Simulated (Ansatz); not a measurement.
Trial structure of In2SnTe3, not yet relaxed:

```xyz
6
Lattice="6.3038 0.0000 0.0000 0.0000 6.3038 0.0000 0.0000 0.0000 5.3942" Properties=species:S:1:pos:R:3 pbc="T T T"
In    0.0000    0.0000    0.0000
In    3.1519    3.1519    0.0000
Sn    3.1519    3.1519    2.6971
Te    0.0000    3.1519    0.0000
Te    3.1519    0.0000    0.0000
Te    0.0000    0.0000    2.6971
```

Level of theory: DFT PBE, scalar-relativistic, plane waves, PAW in Ansatz. Cutoff 420 eV; k points 4×4×4 on the computed 6-atom cell (Γ-centred); Gaussian smearing, width 0.10 eV; no spin polarisation.

The zero of energy is the elements' standard structures at the same level; no fitted shifts are applied. The references include grey tin.

Question: How far from equilibrium is it?

Answer: The pressure is 1.2 GPa (the mean over three directions, positive in compression), the largest force is 0.00 eV/Å (symmetry fixes the atoms), and the energy is +0.26 eV/atom against the elements. The shortest distance is 2.70 Å.

Question: How much does it gain on relaxing, and where does it end?

Answer: Relaxing gains about 0.15 eV/atom (the start's value is from the coarse mesh, so the gain is rough) in 9 ionic steps and ends at +0.11 eV/atom on the finer mesh. The symmetry stays P4/mmm (No. 123). The volume per atom shrinks by 1.0 %, from 35.7 to 35.4 Å³. The shortest distance goes from 2.70 Å (In–Sn and In–Te) to 2.96 Å (In–Te). The ratio c/a of the conventional cell changes by a factor of 1.19. Conventional cell: a = 5.923 Å, c = 6.048 Å. Around In on its first site lie 6 Te at 2.96–3.02 Å; around Sn lie 2 In at 3.02 Å; Te on a site of symmetry mmm has 4 In at 2.96 Å; 2 more sites not described.

The last run used a 6×6×6 mesh for its 6-atom cell and Gaussian smearing of 0.10 eV. These runs have no spin–orbit coupling, which can matter for Te. The reference form of Te is held partly by dispersion forces, which this level lacks. The relaxation can't lower the symmetry of the start. Symmetry constrained the relaxation, so the result can be a saddle point. Another cell of In2SnTe3 relaxed alike, in P-4m2, lies 250 meV/atom lower, so this cell isn't the stable form at this level.
